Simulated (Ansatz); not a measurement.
La$_{2}$O$_{3}$:
```xyz
5
Lattice="3.9404 0.0000 0.0000 -1.9702 3.4125 0.0000 0.0000 0.0000 6.1875" Properties=species:S:1:pos:R:3 pbc="T T T"
La     1.9702     1.1375     4.6569
La     0.0000     2.2750     1.5306
O      1.9702     1.1375     2.1947
O      0.0000     2.2750     3.9928
O      0.0000     0.0000     0.0000
```

DFT-PBE in the program Ansatz with PAW potentials gives a gap of 3.83 eV without spin–orbit coupling, maximum on the H–A line, 26 % of the way from H, minimum at M.

What happens when spin–orbit coupling is switched on?

The gap falls by 0.01 eV, to 3.82 eV; maximum at L, minimum at M.

Give the electron effective mass with spin–orbit coupling.

0.74, 2.4, 4.4 mₑ (principal values).

Give the hole effective mass with spin–orbit coupling.

1.1, 3.0, 4.5 mₑ (principal values).

Space group P-3m1 (La2O3 or Ni2Al3 type). The PBE relaxation kept the symmetry of its start; phonons on a q-mesh show no instability.

Potentials: the later of the program's two PAW sets.
